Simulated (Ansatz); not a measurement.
This run works on a generated trial structure, not on a known crystal.

Input and command of a plane-wave DFT calculation in Ansatz:

```yaml
crystal:
  lattice:
    - [1.64988182, 0.95255971, 8.68689063]
    - [-1.64988182, 0.95255971, 8.68689063]
    - [0.0, -1.90511942, 8.68689063]
  atoms:
    - { symbol: La, position: [0.87904137, 0.87904137, 0.87904137] }
    - { symbol: La, position: [0.12095863, 0.12095863, 0.12095863] }
    - { symbol: H, position: [0.6084823, 0.6084823, 0.6084823] }
    - { symbol: H, position: [0.3915177, 0.3915177, 0.3915177] }
basis:
  ecutwfc: 420
kpoints:
  mp_grid: { grid: [7, 7, 7] }
hamiltonian:
  xc: pbe
scf:
  occupations: { method: gaussian, width: 0.2 }
  lower_state_search: "off"
output:
  forces: true
  stress: true
  eigenvalues: true
relax:
  adjacent_minimum: "off"
  f_tol: 0.08
  max_steps: 16
  cell: { stress_tol: 0.8 }
```

```bash
ansatz run input.yaml --threads 1 --pin off --max-ram 2560MiB --backend cpu --events-out ev --progress --plain --runs-dir out
```

Processor: Arm Neoverse V1, 1 thread, on a host shared with other jobs.

**Question.** Estimate time, memory and problem size.

**Answer.** About 94 s, peak memory 0.4 GiB. It solves 16 bands at 44 k points (after reduction by symmetry) with about 1623 plane waves (on the last cell), in 95 SCF iterations over 15 ionic steps.
